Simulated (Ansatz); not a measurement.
**Na4CaGaP3O12 — Ga-71 NMR of the central transition**

Cell: a Materials Project structure (computed, not necessarily an observed phase), taken as it stands.

Space group R3c:H (No. 161); a = 9.2222, c = 21.9207 Å, γ = 120.00°.

```
site  Wyckoff  site symmetry       x       y       z
 Na1      18b              1  0.3039  0.3379  0.5819
 Na7       6a             3.  0.0000  0.0000  0.5014
  Ca       6a             3.  0.0000  0.0000  0.3490
  Ga       6a             3.  0.0000  0.0000  0.6497
   P      18b              1  0.9594  0.3184  0.5838
 O19      18b              1  0.2213  0.0117  0.3091
 O25      18b              1  0.7865  0.9640  0.6938
 O31      18b              1  0.9960  0.8012  0.4115
 O37      18b              1  0.9666  0.1506  0.5866
```

One atom of each set is listed; the run and its k-mesh use a cell of 42 atoms with edges of 9.04, 9.04, 9.04 Å.

Level of theory: DFT, r2SCAN, plane waves and PAW, scalar-relativistic, 500 eV cutoff, Γ-centred 3×3×3 k-points, Fermi–Dirac smearing 0.02 eV (Ansatz 0.2.0).

Ga-71 has I = 3/2 and Q = 107.0 mb (Pyykkö 2018); at 21.1 T its Larmor frequency is ν₀ = 274.7 MHz. Only the quadrupole interaction is simulated: positions count from each site's isotropic chemical shift, and J coupling is left out, as are shift anisotropy and dipolar coupling, which fast spinning averages.

(1) Give C_Q, η, the quadrupolar product P_Q = |C_Q|(1 + η²/3)^½, the second-order isotropic shift and the breadth of the pattern (fast magic-angle spinning) for each Ga site.

## Answers

(1) 

```tsv
site	first shell	C_Q (MHz)	η	P_Q (MHz)	δ_QIS (ppm)	breadth (kHz)
Ga	6 O at 2.07–2.09 Å	2.02	0.00	2.02	-1.35	0.795
```

δ_QIS = −(ν_Q²/30ν₀²)[I(I+1) − 3/4](1 + η²/3) × 10⁶ ppm with ν_Q = 3|C_Q|/[2I(2I−1)]; it falls as 1/B₀² in ppm, and the breadth as 1/B₀ in kHz.

An axis of threefold or higher order runs through Ga, so V_zz lies along it and η is zero.

At this cell the principal stresses reach 5 GPa in size with r2SCAN, which can matter for small gradients. The largest force is 0.6 eV/Å, so the atoms aren't at the calculated equilibrium and relaxing them would move these values.

Hardware: 1 thread of AMD EPYC 9R45 (Zen 5) (x86_64; 16 cores open to the job, memory cap 2.5 GiB, no GPU), a shared host with a load of 0.3 a core. Wall time 77 s, CPU time 77 s, peak memory 2 GiB.
